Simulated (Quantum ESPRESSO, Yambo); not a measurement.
BaAlGeH (space group P3m1, No. 156) under biaxial strain (along x and y, z relaxed), counted from the cell relaxed with PBEsol, atoms relaxed at each step. PBEsol (Quantum ESPRESSO, PseudoDojo norm-conserving, 78 Ry, scalar-relativistic); G0W0 in Yambo (3×3×2 Γ-centred k mesh, 158 bands and a 8 Ry block in the screening, 158 bands in G with the Bruneval-Gonze terminator, plasmon pole fitted at 27.2 eV).

| strain (%) | PBEsol gap (eV) | kind | G0W0 direct gap (eV) |
|---|---|---|---|
| -2 | 0.77 | indirect | 2.41 at A |
| -1 | 0.73 | indirect | 2.03 at A |
| 0 | 0.67 | indirect | 1.80 at A |
| +1 | 0.62 | indirect | 1.59 at A |
| +2 | … | near tie | … |

Q: Estimate the withheld gaps from the other strains; the computed values follow.

A: 
- +2, PBEsol gap (eV): 0.59
- +2, G0W0 direct gap (eV): 1.40 at A

GW, BSE and RPA settings are held fixed; their convergence isn't established. «Near tie»: competing band extrema lie within 0.03 eV. Strains are linear. Spin-orbit splittings are left out. Axes are Cartesian, with cell vectors (Å) (4.33, 0.00, 0.00), (-2.17, 3.75, 0.00), (0.00, 0.00, 5.08).

The standard potential for Ge keeps a d shell in the valence without the s and p states of that shell. In tests on such compounds this moved G0W0 gaps by up to about 0.9 eV, so absolute quasiparticle energies here are unreliable; differences between settings are what counts.
